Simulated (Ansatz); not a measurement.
This TaAg2Br6 structure is the end of a relaxation. The cell was found from a structure generator's guess, not taken from experiment.

Theory: DFT PBE, scalar-relativistic, plane waves, PAW in Ansatz. Cutoff 420 eV, Γ-centred mesh, Gaussian smearing, no spin polarisation.

```
CELL_PARAMETERS angstrom
0.00000 5.15206 5.15206
5.15206 0.00000 5.15206
5.15206 5.15206 0.00000
ATOMIC_POSITIONS crystal
Ta 0.00000 0.00000 0.00000
Ag 0.25000 0.25000 0.25000
Ag 0.75000 0.75000 0.75000
Br 0.75413 0.24587 0.24587
Br 0.24587 0.75413 0.24587
Br 0.24587 0.24587 0.75413
Br 0.24587 0.75413 0.75413
Br 0.75413 0.24587 0.75413
Br 0.75413 0.75413 0.24587
```

The zero of energy is the elements' standard structures at the same level; no fitted shifts are applied. The references include crystalline Br.

(1) What space group does it have?

(2) What is its formation energy per atom?

(3) Is it a metal?

(4) From what recipe could a structure generator have reached it?

## Answers

(1) Fm-3m (No. 225). Conventional cell: a = 10.304 Å. Ta has 6 Br at 2.53 Å; around Ag lie 12 Br at 3.64 Å; Br is surrounded by 1 Ta at 2.53 Å, 8 Br at 3.58–3.70 Å and 4 Ag at 3.64 Å.

(2) −0.39 eV/atom. A negative formation energy is needed for stability but isn't enough: competing phases decide.

(3) Yes, bands cross the Fermi level on the 6×6×6 mesh.

(4) One such recipe: perovskite family, tilts a0a0a0, rock order on B (Fm-3m, No. 225). Other recipes can lead to the same cell.

The last run used a 6×6×6 mesh for its 9-atom cell and Gaussian smearing of 0.10 eV. Spin–orbit coupling, which can matter for Ta, is left out. An odd number of electrons in the primitive cell allows no gap without spin; a larger cell or a magnetic state could open one. The reference form of Br is held partly by dispersion forces, which this level lacks. Symmetry constrained the relaxation, so the result can be a saddle point.
